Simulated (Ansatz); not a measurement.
BAs (wurtzite, P6_3mc), the program Ansatz at the r²SCAN level (PAW). The conduction-band minimum lies at M, with 3 equivalent valleys. Second derivatives d²E/dk² of the lowest band at one valley (eV·Å²), along Cartesian directions:

| direction | d²E/dk² |
|---|---|
| [100] | 62.96 |
| [010] | 5.395 |
| [001] | 6.482 |
| [110] | 34.19 |
| [101] | 34.73 |
| [011] | 5.937 |

Task: Find the principal effective masses, the density-of-states mass and the conductivity mass.

Result: Off-diagonal terms follow from H_xy = H[110] − (H_xx + H_yy)/2, and m*/mₑ = 7.620 eV·Å² over each eigenvalue: 0.12, 1.2, 1.4. One valley's DOS mass (m₁m₂m₃)^(1/3) = 0.59, conductivity mass 3/(Σ 1/mᵢ) = 0.31 mₑ.

Task: What effective density of states Nc follows at 300 K for parabolic valleys?

Result: Nc = 2.509e19 × 3 × (0.59)^(3/2) ≈ 3.4e19 cm⁻³.

The workflow started from a Materials Project entry (that database holds measured and hypothetical structures alike); the Crystallography Open Database copy checked does not list it. It is not the phase usual at ambient conditions (space group No. 216). The r²SCAN relaxation kept the symmetry of its start; its stability against distortions is not shown here. Spin–orbit coupling is left out wherever it is not named.

Potentials: the later of the program's two PAW sets.

Edges and masses are those of Kohn–Sham bands, whose gap is no quasiparticle gap.
